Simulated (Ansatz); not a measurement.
AgW (CsCl type, Pm-3m) at seven volumes, plane-wave PAW PBE (Ansatz code), scaled uniformly. One row is withheld.

```csv
V (Å³/atom),P (GPa)
15.147,23.75
15.647,?
16.146,6.57
16.645,0.00
17.145,-5.50
17.644,-10.09
18.143,-13.92
```

### Question
Fit the shown pressures and predict the withheld one.

### Answer
P = (3/2)B₀(x^(7/2) − x^(5/2))[1 + (3/4)(B′ − 4)(x − 1)] with x = (V₀/V)^(2/3). Least squares on the six rows gives V₀ = 16.645 Å³/atom, B₀ = 200 GPa, B′ = 4.91. At V = 15.647, x = 1.0421 and P = 14.40 GPa. The run itself gave 14.40 GPa.

The start of the workflow was typed in or built on a structure type; neither database checked (COD, Materials Project) lists it. Its standing as an ambient phase is unchecked. Symmetry was held in the PBE relaxation; its stability against distortions is not shown here. The run is not spin-polarised. Its formation energy is positive at this level, so the cell may be metastable or incomplete. Spin–orbit coupling is left out wherever it is not named.

Potentials: the earlier of the program's two PAW sets.
